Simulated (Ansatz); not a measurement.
C:
```cif
data_C24
_chemical_formula_sum 'C24'
_space_group_name_H-M_alt 'P63/mmc'
_space_group_IT_number 194
_space_group_name_Hall '-P 6c 2c'
_cell_length_a 6.87318
_cell_length_b 6.87318
_cell_length_c 6.72709
_cell_angle_alpha 90.000
_cell_angle_beta 90.000
_cell_angle_gamma 120.000
loop_
_atom_site_label
_atom_site_type_symbol
_atom_site_symmetry_multiplicity
_atom_site_Wyckoff_symbol
_atom_site_fract_x
_atom_site_fract_y
_atom_site_fract_z
_atom_site_occupancy
C1 C 12 j 0.45991 0.12650 0.25000 1
C2 C 12 j 0.07791 0.33332 0.25000 1
```

Relaxed at zero pressure with DFT-PBE+D3(BJ) in the program Ansatz with PAW potentials.

Question: The volume is lowered by 3 % and shape and atoms relax at that volume. What pressure results, and how do the axes share the change?

Answer: 0.8 GPa; a -0.1 %, b -0.1 %, c -2.8 %; the energy rises by 1 meV/atom.

Question: Give the new structure.

Answer: 
Space group P6₃/mmc (No. 194); a = b = 6.8662 Å, c = 6.5385 Å, α = β = 90.00°, γ = 120.00°

```csv
atom,site,symmetry,x,y,z
C,12j,m..,0.4599,0.1265,0.2500
C,12j,m..,0.0778,0.3333,0.2500
```

The phase is kept; no other phase was compared at this pressure.

Space group P6_3/mmc. The start of the workflow was typed in or built on a structure type. Its sites differ from those of the usual phase in this space group: another stacking or structure type. The PBE+D3(BJ) relaxation kept the symmetry of its start; its stability against distortions is not shown here.

Potentials: the later of the program's two PAW sets.
